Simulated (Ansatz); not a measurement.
Computed with Ansatz, DFT r2SCAN, scalar-relativistic, plane waves, PAW.

Structure of Zr2Ir:

```
CELL_PARAMETERS angstrom
-3.25180 3.25180 2.88936
3.25180 -3.25180 2.88936
3.25180 3.25180 -2.88936
ATOMIC_POSITIONS crystal
Zr 0.67374 0.17374 0.84748
Zr 0.32626 0.82626 0.15252
Zr 0.82626 0.67374 0.50000
Zr 0.17374 0.32626 0.50000
Ir 0.75000 0.75000 0.00000
Ir 0.25000 0.25000 0.00000
```

Settings: cutoff 500 eV, Γ-centred mesh 8×8×8 on the computed 6-atom cell, Gaussian smearing of 0.10 eV; no spin polarisation.

Levels along Γ–X–M–Γ–Z | Z0–M | X–P–N–Γ, in eV from the Fermi level, sorted by energy at each point. Points in fractions of the primitive reciprocal vectors: Γ (0.000 0.000 0.000), X (0.000 0.000 0.500), M (-0.500 0.500 0.500), Z (0.447 0.447 -0.447), Z0 (-0.447 0.553 0.447), P (0.250 0.250 0.250), N (0.000 0.500 0.000).
| point | k (1/Å, with 2π) | band 38 | band 39 | band 40 | band 41 | band 42 | band 43 | band 44 |
| --- | --- | --- | --- | --- | --- | --- | --- | --- |
| Γ | 0.000 | -0.72 | -0.25 | 0.43 | 0.43 | 0.54 | 0.54 | 0.63 |
| - | 0.098 | -0.63 | -0.31 | 0.28 | 0.37 | 0.42 | 0.42 | 0.68 |
| - | 0.195 | -0.47 | -0.40 | -0.05 | 0.21 | 0.27 | 0.41 | 0.68 |
| - | 0.293 | -0.68 | -0.36 | -0.10 | -0.01 | 0.17 | 0.39 | 0.56 |
| - | 0.390 | -0.84 | -0.62 | -0.26 | 0.16 | 0.16 | 0.36 | 0.41 |
| - | 0.488 | -0.84 | -0.82 | -0.47 | 0.20 | 0.32 | 0.33 | 0.33 |
| - | 0.586 | -0.94 | -0.75 | -0.62 | 0.22 | 0.31 | 0.31 | 0.43 |
| X | 0.683 | -0.97 | -0.70 | -0.67 | 0.23 | 0.30 | 0.32 | 0.48 |
| - | 0.781 | -0.92 | -0.70 | -0.69 | 0.04 | 0.27 | 0.33 | 0.54 |
| - | 0.878 | -0.85 | -0.76 | -0.65 | -0.33 | 0.21 | 0.32 | 0.70 |
| - | 0.976 | -0.80 | -0.79 | -0.78 | -0.59 | 0.13 | 0.27 | 0.94 |
| - | 1.073 | -1.32 | -0.74 | -0.69 | -0.53 | 0.06 | 0.14 | 1.24 |
| - | 1.171 | -1.85 | -0.61 | -0.61 | -0.47 | -0.05 | 0.02 | 1.42 |
| - | 1.269 | -2.04 | -0.57 | -0.48 | -0.44 | -0.21 | 0.01 | 1.45 |
| M | 1.366 | -2.08 | -0.57 | -0.43 | -0.43 | -0.27 | 0.01 | 1.44 |
| - | 1.504 | -1.99 | -0.54 | -0.52 | -0.47 | -0.17 | 0.02 | 1.44 |
| - | 1.642 | -1.82 | -0.69 | -0.61 | -0.41 | 0.02 | 0.10 | 1.11 |
| - | 1.780 | -1.68 | -0.80 | -0.70 | -0.09 | 0.18 | 0.24 | 0.70 |
| - | 1.918 | -1.06 | -0.82 | -0.43 | 0.26 | 0.35 | 0.37 | 0.46 |
| - | 2.056 | -0.61 | -0.44 | -0.08 | -0.04 | 0.37 | 0.43 | 0.46 |
| - | 2.194 | -0.53 | -0.36 | 0.10 | 0.29 | 0.44 | 0.47 | 0.58 |
| Γ | 2.332 | -0.72 | -0.25 | 0.43 | 0.43 | 0.54 | 0.54 | 0.63 |
| - | 2.471 | -0.72 | -0.34 | -0.16 | -0.12 | -0.12 | 0.82 | 0.96 |
| - | 2.610 | -0.95 | -0.95 | -0.47 | -0.46 | -0.46 | 1.18 | 1.18 |
| - | 2.749 | -1.48 | -1.48 | -0.51 | -0.39 | -0.39 | 1.17 | 1.17 |
| - | 2.888 | -1.92 | -1.70 | -0.48 | -0.29 | -0.29 | 1.06 | 1.06 |
| - | 3.027 | -2.21 | -1.63 | -0.40 | -0.31 | -0.31 | 1.07 | 1.09 |
| - | 3.166 | -2.28 | -1.28 | -0.42 | -0.42 | -0.33 | 0.55 | 1.32 |
| Z | 3.305 | -2.14 | -0.78 | -0.45 | -0.45 | -0.28 | 0.16 | 1.48 |
| Z0 | 3.305 | -2.14 | -0.78 | -0.45 | -0.45 | -0.28 | 0.16 | 1.48 |
| - | 3.322 | -2.13 | -0.73 | -0.44 | -0.44 | -0.28 | 0.12 | 1.48 |
| - | 3.338 | -2.11 | -0.69 | -0.44 | -0.44 | -0.27 | 0.09 | 1.47 |
| - | 3.354 | -2.10 | -0.65 | -0.44 | -0.44 | -0.27 | 0.06 | 1.46 |
| - | 3.371 | -2.10 | -0.61 | -0.43 | -0.43 | -0.27 | 0.04 | 1.45 |
| - | 3.387 | -2.09 | -0.59 | -0.43 | -0.43 | -0.27 | 0.02 | 1.44 |
| - | 3.403 | -2.09 | -0.57 | -0.43 | -0.43 | -0.27 | 0.01 | 1.44 |
| M | 3.420 | -2.08 | -0.57 | -0.43 | -0.43 | -0.27 | 0.01 | 1.44 |
| X | 3.420 | -0.97 | -0.70 | -0.67 | 0.23 | 0.30 | 0.32 | 0.48 |
| - | 3.497 | -1.09 | -0.67 | -0.66 | 0.24 | 0.28 | 0.37 | 0.47 |
| - | 3.575 | -1.31 | -0.63 | -0.63 | 0.26 | 0.26 | 0.44 | 0.47 |
| - | 3.653 | -1.52 | -0.59 | -0.57 | 0.21 | 0.29 | 0.42 | 0.42 |
| - | 3.730 | -1.76 | -0.54 | -0.49 | 0.12 | 0.30 | 0.33 | 0.41 |
| - | 3.808 | -2.02 | -0.47 | -0.39 | 0.01 | 0.16 | 0.38 | 0.42 |
| - | 3.886 | -2.26 | -0.37 | -0.27 | -0.12 | 0.01 | 0.42 | 0.43 |
| P | 3.963 | -2.46 | -0.25 | -0.25 | -0.14 | -0.14 | 0.43 | 0.43 |
| - | 4.032 | -2.40 | -0.27 | -0.27 | -0.16 | -0.16 | 0.48 | 0.48 |
| - | 4.101 | -2.27 | -0.37 | -0.37 | -0.14 | -0.14 | 0.57 | 0.57 |
| - | 4.170 | -2.13 | -0.47 | -0.47 | -0.08 | -0.08 | 0.63 | 0.63 |
| - | 4.239 | -2.02 | -0.54 | -0.54 | -0.02 | -0.02 | 0.63 | 0.63 |
| - | 4.308 | -1.94 | -0.55 | -0.55 | 0.01 | 0.01 | 0.59 | 0.59 |
| - | 4.377 | -1.89 | -0.51 | -0.51 | -0.01 | -0.01 | 0.56 | 0.56 |
| N | 4.446 | -1.88 | -0.49 | -0.49 | -0.03 | -0.03 | 0.55 | 0.55 |
| - | 4.550 | -1.63 | -0.74 | -0.25 | -0.07 | -0.03 | 0.42 | 0.75 |
| - | 4.654 | -1.33 | -0.90 | -0.30 | -0.13 | 0.01 | 0.48 | 0.93 |
| - | 4.758 | -1.07 | -0.91 | -0.45 | -0.17 | -0.08 | 0.69 | 1.04 |
| - | 4.862 | -0.87 | -0.73 | -0.50 | -0.23 | -0.16 | 0.83 | 0.91 |
| - | 4.966 | -0.55 | -0.54 | -0.39 | -0.19 | -0.06 | 0.77 | 0.86 |
| - | 5.070 | -0.67 | -0.32 | 0.10 | 0.12 | 0.29 | 0.66 | 0.75 |
| Γ | 5.174 | -0.72 | -0.25 | 0.43 | 0.43 | 0.54 | 0.54 | 0.63 |

Spin-orbit coupling is left out, which matters for the bands of heavy elements.

Cost: 1 run of about 2.1 core-minutes, on Oxide Virtual Turin-like Processor (Zen 5) (shared hosts).